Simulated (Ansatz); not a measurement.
Values for one crystal, relaxed and computed with r²SCAN in the plane-wave PAW code Ansatz; other levels are named.

Volume per atom: 18.73 Å³
Band gap: 3.24 eV (direct)
Formation energy from the elements (no fitted shifts): -0.98 eV/atom
Pressure derivative B′: 6.7
HSE06 gap on the r²SCAN cell: 3.98 eV
Gap with spin–orbit coupling: 3.01 eV
Valence-band maximum: at T

Problem. Which compound is it?
A. MnCuO2, C2/m (Mn on 2a, Cu on 2d, O on 4i)
B. PtI2, P2_1/c (Pt on 4e, I on 4e, I on 4e)
C. HfSiO4, I4_1/amd (O on 16h, Si on 4b, Hf on 4a)
D. RbIO3, R3m (Rb on 3a, I on 3a, O on 9b)

Solution. D, RbIO3, R3m (Rb on 3a, I on 3a, O on 9b)

The first step of the workflow began from a Materials Project structure, measured or hypothetical; the Crystallography Open Database copy checked does not list it. Whether it is the stable phase at ambient conditions was not checked. The r²SCAN relaxation kept the symmetry of its start; whether a distortion lowers the energy is not shown. The references are the lowest solids computed at this level, not always the standard phases (solids in place of the gases). Spin–orbit coupling is left out wherever it is not named.

Potentials: the later of the program's two PAW sets.
